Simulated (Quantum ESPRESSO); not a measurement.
How NMR parameters follow strain in ZnS (P6₃mc)

```
ZnS
1.0
    3.80580     0.00000     0.00000
   -1.90290     3.29592     0.00000
    0.00000     0.00000     6.23798
Zn S
2 2
Direct
  0.33333   0.66667   0.00014
  0.66667   0.33333   0.50014
  0.33333   0.66667   0.37486
  0.66667   0.33333   0.87486
```
The geometry is a computed Materials Project entry, not a measured one. It is ZnS in P6₃mc. Stability against distortions was not tested.

Isotropic strain: all lattice vectors are scaled together, so the volume changes by about three times as much; fractional positions kept.

Method: shieldings by GIPAW with PBE in a modified build of Quantum ESPRESSO, on JTH PAW datasets, 20 Ha, k-mesh 8×8×4 shifted, f-sum rule met within 0.014 %. Values are those of the named site's first atom. Shieldings are absolute and leave out the bulk-susceptibility term; a larger σ means a smaller chemical shift. By our sweeps, such settings leave a few ppm in absolute σ on light atoms and up to some 20 ppm from Zn on. No d partial waves on S: the paramagnetic term there is incompletely reconstructed.

| lattice scale factor | σ_iso Zn (ppm) | σ_iso S (ppm) |
|---|---|---|
| 0.98 | 1126.4 | 676.0 |
| 1 | 1220.9 | 644.5 |
| 1.02 | 1309.8 | 612.7 |
